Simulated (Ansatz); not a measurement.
The cell below belongs to a search over invented structures; it isn't taken from experiment.

Input and command of a plane-wave DFT calculation in Ansatz:

```yaml
crystal:
  lattice:
    - [4.3395261, 0.0, 0.0]
    - [-2.16976305, 3.75813984, 0.0]
    - [0.0, 0.0, 7.22553046]
  atoms:
    - { symbol: Sn, position: [0.0, 0.0, 0.0] }
    - { symbol: Ge, position: [0.33333333, 0.66666667, 0.61945599] }
    - { symbol: Ge, position: [0.66666667, 0.33333333, 0.38054401] }
    - { symbol: P, position: [0.33333333, 0.66666667, 0.23810861] }
    - { symbol: P, position: [0.66666667, 0.33333333, 0.76189139] }
basis:
  ecutwfc: 420
kpoints:
  mp_grid: { grid: [12, 12, 6] }
hamiltonian:
  xc: pbe
scf:
  occupations: { method: gaussian, width: 0.1 }
output:
  forces: true
  stress: true
  eigenvalues: true
relax:
  adjacent_minimum: "off"
  f_tol: 0.01
  max_steps: 80
  cell: { stress_tol: 0.05 }
```

```bash
ansatz run input.yaml --threads 1 --pin off --max-ram 2560MiB --backend cpu --events-out ev --progress --plain --runs-dir out
```

Processor: Arm Neoverse V2, 1 thread, on a host shared with other jobs.

Question: How long does it run, and how much memory does it take?

Answer: About 2.3 min, peak memory 0.58 GiB. It solves 32 bands at 100 k points (after reduction by symmetry) with about 2189 plane waves (on the last cell), in 41 SCF iterations over 6 ionic steps.
